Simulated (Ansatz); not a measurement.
# Relaxing CsK in the L10 type

First guess:

```yaml
crystal:
  lattice:
    - [3.66117, 0.00000, 0.00000]
    - [0.00000, 3.66117, 0.00000]
    - [0.00000, 0.00000, 4.97919]
  atoms:
    - { symbol: Cs, position: [0.00000, 0.00000, 0.00000] }
    - { symbol: K, position: [0.50000, 0.50000, 0.50000] }
```

These are results of DFT, r2SCAN, PAW with Ansatz's default frozen-core files, scalar-relativistic in Ansatz 0.2.0, not measurements.

Cell and atoms relax within the symmetry of the start on a 11×11×8 k mesh with 0.03 eV Fermi–Dirac smearing.

The start is built from a prototype, known or not as a phase of this compound; the cutoff is 500 eV.

No spin–orbit coupling, which matters for the heavy atoms here.

Problem. What is the pressure of the first guess?

Solution. 11.61 GPa.

Problem. What does it relax to?

Solution. a = 5.203 Å, b = 5.203 Å, c = 7.234 Å, α = 90.00°, β = 90.00°, γ = 90.00° (conventional cell), 97.91 Å³ per atom:
```xyz
2
Lattice="5.2027 0.0000 0.0000 0.0000 5.2027 0.0000 0.0000 0.0000 7.2342" Properties=species:S:1:pos:R:3 pbc="T T T"
Cs    0.0000    0.0000    0.0000
K     2.6013    2.6013    3.6171
```

Problem. How much energy does the relaxation release?

Solution. 1203 meV/atom.
